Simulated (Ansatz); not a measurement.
# Rh (Fm-3m), stationary points along a deformation path

Theory: Ansatz, DFT PBEsol, scalar-relativistic, plane waves, PAW. Cutoff 420 eV, Γ-centred 24×24×24 k-points, Gaussian smearing of 0.15 eV. No spin polarisation. Energies are free energies at this smearing, counted from the undisturbed cell; pressure is positive in compression.

Reference structure (as given, not relaxed at this level; it stands at -5.1 GPa):

```xyz
1
Lattice="0.0000 1.9016 1.9016 1.9016 0.0000 1.9016 1.9016 1.9016 0.0000" Properties=species:S:1:pos:R:3 pbc="T T T"
Rh    0.0000    0.0000    0.0000
```

At fixed volume and fractional coordinates, lengths along (0.577, 0.577, 0.577) are scaled against those across it; ρ is that ratio over its starting value. V = 13.752 Å³/atom. Δσ is the stress along the axis less the mean stress across it (compression positive).

| ρ | ΔE (meV/atom) | Δσ (GPa) | space group |
| --- | --- | --- | --- |
| 0.500 | 1073.5 | 0.00 | Pm-3m |
| 0.710 | 932.7 | 39.58 | R-3m |
| 1.000 | 0.0 | 0.00 | Fm-3m |
| 1.410 | 1149.1 | -110.78 | R-3m |
| 2.000 | 5040.3 | -298.21 | R-3m |

Problem. How does the stress give the slope of the energy, and where is the energy stationary?

Solution. Along the path d ln(length) is 2/3 d ln ρ on the axis and −1/3 d ln ρ across it, so dE/d ln ρ = −(2/3) V Δσ: the energy falls with ρ where Δσ is positive. Δσ vanishes or changes sign at ρ = 0.500 (Pm-3m, an end of the scan), at 1073.5 meV/atom; at ρ = 1.000 (Fm-3m), a minimum at 0.0 meV/atom. Pairs of stationary points between two samples would go unseen, and could change a minimum read from distant neighbours into a maximum. At ρ = 0.500, 1.000 the cell is cubic, where symmetry alone makes the stress isotropic and the slope zero.

In a metal these slopes depend on the k mesh and the smearing.